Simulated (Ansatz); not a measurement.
Pt (Fm-3m), one atom moved along a line

Level of theory: Ansatz, DFT PBEsol, scalar-relativistic, plane waves, PAW. Cutoff 420 eV, Γ-centred 10×10×10 k-points, Gaussian smearing of 0.15 eV. Spin–orbit coupling is left out, which can shift energies with elements as heavy as these. No spin polarisation. Energies are free energies at this smearing, counted from the undisturbed cell; pressure is positive in compression.

The starting cell (as given, not relaxed at this level; it stands at 0.6 GPa):

```yaml
crystal:
  lattice:
    - [0.00000, 3.91580, 3.91580]
    - [3.91580, 0.00000, 3.91580]
    - [3.91580, 3.91580, 0.00000]
  atoms:
    - { symbol: Pt, position: [0.00000, 0.00000, 0.00000] }
    - { symbol: Pt, position: [0.00000, 0.00000, 0.50000] }
    - { symbol: Pt, position: [0.00000, 0.50000, 0.00000] }
    - { symbol: Pt, position: [0.00000, 0.50000, 0.50000] }
    - { symbol: Pt, position: [0.50000, 0.00000, 0.00000] }
    - { symbol: Pt, position: [0.50000, 0.00000, 0.50000] }
    - { symbol: Pt, position: [0.50000, 0.50000, 0.00000] }
    - { symbol: Pt, position: [0.50000, 0.50000, 0.50000] }
```

Atom 1 (Pt) is moved by x along the Cartesian unit vector (0.707, 0.707, 0.000); the cell and all other atoms stay fixed. The cell is metallic on the mesh throughout.

```csv
x (Å),ΔE (meV/cell),force along x on the moved atoms (eV/Å),pressure (GPa)
-0.3000,626.7,4.35,4.2
-0.1500,152.1,2.05,1.5
0.0000,0.0,0.00,0.6
0.0375,9.4,-0.50,0.7
0.0750,37.8,-1.01,0.8
0.1125,85.2,-1.52,1.1
0.1875,239.0,-2.59,2.0
0.2250,346.4,-3.15,2.6
0.2625,475.3,-3.73,3.3
```

By symmetry 0.3000 repeats -0.3000, -0.2250 repeats 0.2250, 0.1500 repeats -0.1500, -0.0750 repeats 0.0750 in energy, with the opposite slope along the path.